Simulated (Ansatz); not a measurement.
A free-standing Janus 1T monolayer of GeOS, relaxed with r2SCAN. The sheet's in-plane cell has a = 3.158 Å, b = 3.158 Å (γ = 120.0°), and its outermost atoms lie 2.32 Å apart along the normal. Ge has 3 O at 2.04 Å and 3 S at 2.31 Å; O has 3 Ge at 2.04 Å; S has 3 Ge at 2.31 Å.

5 runs of the PAW code Ansatz on this cell differ in the functional (and in the settings that go with it). Levels are in eV from each run's valence top; v1 is the last filled band, c1 the first empty one.

Run A, mean stress -0.9 N/m (compression positive):
```tsv
point	v4	v3	v2	v1	c1	c2
Γ	-3.86	-2.68	0.00	0.00	1.62	5.97
M	-5.25	-3.90	-2.10	-1.23	1.93	6.18
K	-6.16	-5.51	-2.62	-1.74	3.69	6.89
```

Run B, mean stress 0.0 N/m (compression positive):
```tsv
point	v4	v3	v2	v1	c1	c2
Γ	-3.56	-2.29	0.00	0.00	1.05	5.76
M	-4.89	-3.45	-1.89	-1.16	1.32	5.61
K	-5.65	-5.16	-2.24	-1.63	2.94	6.24
```

Run C, mean stress -2.3 N/m (compression positive):
```tsv
point	v4	v3	v2	v1	c1	c2
Γ	-4.00	-2.82	0.00	0.00	2.59	6.89
M	-5.42	-4.07	-2.19	-1.28	2.86	7.25
K	-6.34	-5.67	-2.76	-1.81	4.68	7.94
```

Run D, mean stress -0.9 N/m (compression positive):
```tsv
point	v4	v3	v2	v1	c1	c2
Γ	-3.88	-2.71	0.00	0.00	2.33	6.54
M	-5.28	-3.94	-2.12	-1.24	2.65	6.91
K	-6.22	-5.56	-2.65	-1.75	4.43	7.63
```

Run E, mean stress +2.4 N/m (compression positive):
```tsv
point	v4	v3	v2	v1	c1	c2
Γ	-3.40	-2.16	0.00	0.00	0.68	5.10
M	-4.71	-3.30	-1.79	-1.11	0.99	5.06
K	-5.48	-4.99	-2.11	-1.56	2.55	5.74
```

Q: Match the runs to PBE, r2SCAN, HSE06, PBE0, r2SCAN0.

A: A is HSE06, B is r2SCAN, C is r2SCAN0, D is PBE0, E is PBE. In order of the gap: PBE 0.68, r2SCAN 1.05, HSE06 1.62, PBE0 2.33, r2SCAN0 2.59 eV. The stress vanishes for r2SCAN, which relaxed the cell.

All values are calculated for a non-magnetic cell, which may be hypothetical.

The runs are scalar-relativistic, without spin-orbit coupling.

The stress of a hybrid is loosely converged in these runs.

The meshes of the hybrids are coarse, so their gaps aren't converged to the digits shown.
